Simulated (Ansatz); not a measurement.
**In3GaSb2N2: rattling a relaxed structure**

The structure comes from a proposed guess, relaxed at this level; another structure or a mixture of phases may lie lower.

Level of theory: Ansatz, DFT PBE, scalar-relativistic, plane waves, PAW. Cutoff 420 eV; k points 12×12×2 on the computed 8-atom cell (Γ-centred); Gaussian smearing, width 0.10 eV; no spin polarisation.

The cell below (8 atoms, space group P3m1 (No. 156)) is relaxed within its symmetry.

```
In Ga Sb N
1.0
     3.33690    0.00000    0.00000
    -1.66845    2.88984    0.00000
     0.00000    0.00000   17.92295
In Ga Sb N
3 1 2 2
Cartesian
  1.6685 0.9633 9.3948
  0.0000 1.9266 3.2323
  0.0000 1.9266 15.4744
  0.0000 0.0000 0.4013
  1.6685 0.9633 12.4885
  0.0000 1.9266 6.1404
  0.0000 0.0000 2.3493
  0.0000 1.9266 17.7300
```

For the test it was strained at random (σ = 1.5 % a component), the atoms were moved at random (σ = 0.05 Å), and all was relaxed again on a coarse 6×6×2 mesh (in the run’s order of axes) with 0.20 eV smearing, with no symmetry imposed.

Weakly bound directions are ill-defined at this level, which has no dispersion term. Spin–orbit coupling, which can matter for Sb, is left out.

Problem. Does it come back?

Solution. It doesn't return. The energy falls by 42 meV/atom on that mesh, the volume changes by -0.8 %, and the end has space group Cm (No. 8) at a loose tolerance. Relaxed again on a 10×10×2 mesh with 0.10 eV smearing, the new structure lies 27 meV/atom below the first (mesh in the axes of the run's cell; the cell below is made exact in the group named). Space group P3m1 (No. 156), trigonal, a = 3.323 Å, c = 18.059 Å. In on its first site is surrounded by 2 Sb at 3.09–3.24 Å and 6 In at 3.32 Å; Ga has 4 N at 1.96–2.01 Å; Sb on its first site is surrounded by 2 In at 3.09–3.15 Å and 6 Sb at 3.32 Å; N on its first site has 1 Ga at 1.96 Å and 3 In at 2.11 Å; 4 more sites not described.

```
In Ga Sb N
1.0
     3.32280    0.00000    0.00000
    -1.66140    2.87763    0.00000
     0.00000    0.00000   18.05889
In Ga Sb N
3 1 2 2
Cartesian
  0.0000 0.0000 8.6468
  0.0000 0.0000 14.7880
  0.0000 0.0000 2.4093
  1.6614 0.9592 17.6292
  0.0000 0.0000 5.5597
  0.0000 0.0000 11.8839
  1.6614 0.9592 15.6736
  0.0000 0.0000 0.1596
```
